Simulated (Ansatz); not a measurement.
Ansatz (a program for electronic structure) input:

Ansatz 0.2 input:
```yaml
crystal:
  lattice:
    - [3.0455189241, 0.0, 0.0]
    - [0.0, 3.0455189241, 0.0]
    - [0.0, 0.0, 3.3905107984]
  atoms:
    - { symbol: Ru, position: [0.0, 0.0, 0.0] }
    - { symbol: Ta, position: [0.5, 0.5, 0.5] }
kpoints:
  mp_grid: { grid: [13, 13, 12] }
hamiltonian:
  xc: r2scan
  pseudopotentials: { kind: paw }
scf:
  occupations: { method: gaussian, width: 0.1 }
checkpoint: { read: metal.run }
output: { write_density: true, elf: true, volumetric_format: npy }
basis: { fft_grid_basis: typed }
```

Output (shortened):

```
Pseudopotential: Ru, paw, valence charge 16
Pseudopotential: Ta, paw, valence charge 13
Functional definition: r2SCAN
Crystal: 2 atoms, lattice volume = 31.448 Å³
Basis set: ecut = 500 eV, 805 PW (Γ), exchange–correlation on 96×96×100 points (64 copies of the dense FFT grid, shifted against one another)
Bands: 23, of which v1, the nominal top of the filled ones, is band 15 counted from 1 (14 counted from 0)
Symmetry: 16 space group operations
Space group: P4/mmm (ITA 123), of the structure as read, at distance tolerance 3.2e-5 Å
k-points: 196 of 2028
Stability of the state it starts from, as read at its close in the unpolarized treatment …
iter 1 solved again at ethr=1.23e-8 eV; its pass at ethr=3.10e-3 eV (dr2=3.56e-6 eV) is discarded
SCF iter   1: F=—  HF=-15835.731483 eV  |F-HF|=—  |Δ(HF+E_count)|=         —  Δρ=5.97e-7  dr2=3.98e-11  dr2_τ=2.07e-11  ethr=1.23e-8  ⟨swp⟩=3.3  Hψ=34237  notcnv=0
preconditioner: auto → none
SCF iter   2: F=-15835.731483 eV  HF=-15835.731483 eV  |F-HF|=7.28e-11  |Δ(HF+E_count)|=   1.99e-9  Δρ=4.60e-7  dr2=1.05e-10  dr2_τ=2.56e-11  ethr=1.00e-12  ⟨swp⟩=6.2  Hψ=16308  notcnv=0
SCF 1 converged in 2 iterations: F = -15835.731483 eV  dr2 = 1.05e-10
SCF converged after 2 iterations
Free energy (F): -15835.731483 eV
Harris-Foulkes:  -15835.731483 eV  (|F-HF|=7.28e-11)
Internal energy: -15835.721842 eV  (E = F + TS)
E sigma→0 (E₀):  -15835.726663 eV
Entropy (-TS):   -0.009641 eV (-4.821 meV/atom)
Fermi energy:    21.484346 eV
--- Per-component energies (eV) ---
  E_band       = -197.438116
  E_kinetic    = 881.354601
  E_local      = -1915.141131  (includes V_loc(G=0)·N_el)
  E_nonlocal   = 357.221393
  E_hartree    = 643.780968
  E_xc         = -389.098784
  E_vxc        = -489.614206  (∫ρ·V_xc dr)
  E_paw        = -11901.865045  (= ΣΔE_a)
  E_vpaw       = -348.877603  (= ΣTr[D̂ρ^β])
  E_aug_tail   = 0.000164  (compensation charges beyond the density's cutoff)
  E_vtau       = 30.056460  (kinetic-family band-sum trace: ∫τ·v_τ [+ j·A + Jᵃ·Aᵃ] dr)
  E_ewald      = -3510.906772
  E_core_change = -1.067236  (= ΣΔE_core)
  E_smearing   = -0.009641  (= −TS)
  E_closure    =  0.000000  (closes the sum)
  Σ components = -15835.731483   (vs F -15835.731483, Δ=0.00e0)
  [band-id]    e_kinetic+e_local+e_nonlocal+2·e_hartree+e_vxc+e_vpaw+e_augmentation_tail+e_vtau = -197.438385   (vs E_band -197.438116, Δ=-2.68e-4)
--- Band table (eV; the first three rows and the last of 196) ---
  k-point 0: bands = ["-53.6714", "-48.8568", "-22.8842", "-22.8435", "-22.8435", "-14.6141", "-14.4683", "-14.4683", "12.3463", "15.3311", "15.5745", "18.9637", "18.9637", "19.8549", "22.0055", "23.4562", "26.0309", "26.0897", "26.0897", "28.1834", …
  k-point 1: bands = ["-53.6710", "-48.8567", "-22.8867", "-22.8426", "-22.8426", "-14.6284", "-14.4692", "-14.4692", "12.4873", "15.4266", "15.6453", "18.9841", "18.9841", "19.8917", "21.8332", "23.4318", "25.6949", "25.6949", "25.9510", "27.7900", …
  k-point 2: bands = ["-53.6699", "-48.8566", "-22.8935", "-22.8403", "-22.8403", "-14.6675", "-14.4716", "-14.4716", "12.8983", "15.6909", "15.8553", "19.0471", "19.0471", "19.9965", "21.3587", "23.3206", "24.8385", "24.8385", "25.7305", "26.8626", …
  k-point 195: bands = ["-53.6385", "-48.8064", "-22.9908", "-22.9900", "-22.8915", "-14.8986", "-14.8970", "-14.7240", "17.2825", "17.6375", "17.7729", "18.2389", "18.7176", "18.7254", "21.1557", "21.9636", "25.4992", "26.6837", "29.7695", "30.3045", …
```

Cost: roughly 9 core-seconds on shared cores.

The workflow started from an entry of the Crystallography Open Database (COD), which files this formula under 2 space groups. Whether it is the stable phase at ambient conditions was not checked. Symmetry was held in the r²SCAN relaxation; its stability against distortions is not shown here. The run is not spin-polarised. Spin–orbit coupling is left out wherever it is not named.

Potentials: the later of the program's two PAW sets.

Ansatz is a plane-wave DFT program.
